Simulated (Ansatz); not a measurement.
**LaAlH6: what a change of scf.occupations.method, scf.occupations.width, kpoints.mp_grid.shift does**

All numbers are calculated (PBEsol, no spin polarisation, no spin-orbit coupling; Ansatz, PAW set soft_2, 420 eV, k-mesh 2×2×2), not measured. These are the settings of the reference run.

Cell:

```
cell
1.0
     0.0000    0.0000   -6.2518
    -3.2206    5.5783    0.0000
     6.4412    0.0000    0.0000
Al H La
3 18 3
Direct
  0.6667 0.3333 0.6667
  0.3333 0.6667 0.3333
  0.0000 0.0000 0.0000
  0.1546 0.5476 0.0953
  0.8213 0.8810 0.7620
  0.4880 0.2143 0.4286
  0.1546 0.5476 0.4524
  0.8213 0.8810 0.1190
  0.4880 0.2143 0.7857
  0.1546 0.9047 0.4524
  0.8213 0.2380 0.1190
  0.4880 0.5714 0.7857
  0.1787 0.1190 0.2380
  0.8454 0.4524 0.9047
  0.5120 0.7857 0.5714
  0.1787 0.1190 0.8810
  0.8454 0.4524 0.5476
  0.5120 0.7857 0.2143
  0.1787 0.7620 0.8810
  0.8454 0.0953 0.5476
  0.5120 0.4286 0.2143
  0.1667 0.3333 0.6667
  0.8333 0.6667 0.3333
  0.5000 0.0000 0.0000
```

The reference run of this cell is solved again as a single point with these keys changed:

| key | reference run | changed run |
| --- | --- | --- |
| scf.occupations.method | gaussian | fermi_dirac |
| scf.occupations.width | 0.02 | 0.05 |
| kpoints.mp_grid.shift | [0.0, 0.0, 0.0] | [0.5, 0.5, 0.5] |

Task: How far do the results move?

Result: 

```
                                    quantity  reference run  changed run
energy, changed less reference (meV an atom)              0        -16.8
                              pressure (GPa)            0.2         -0.2
                        largest force (eV/Å)           0.01         0.03
                        gap on the mesh (eV)           2.34         3.00
```

The energy moves by 17 meV an atom (0.40 eV for the cell). It took 6 iterations from the trained starting density. A gap taken on a mesh is an upper bound, since the band edges can lie between its points.

Caveats: a single point, atoms not relaxed again; semilocal functionals make gaps too small and can close them.
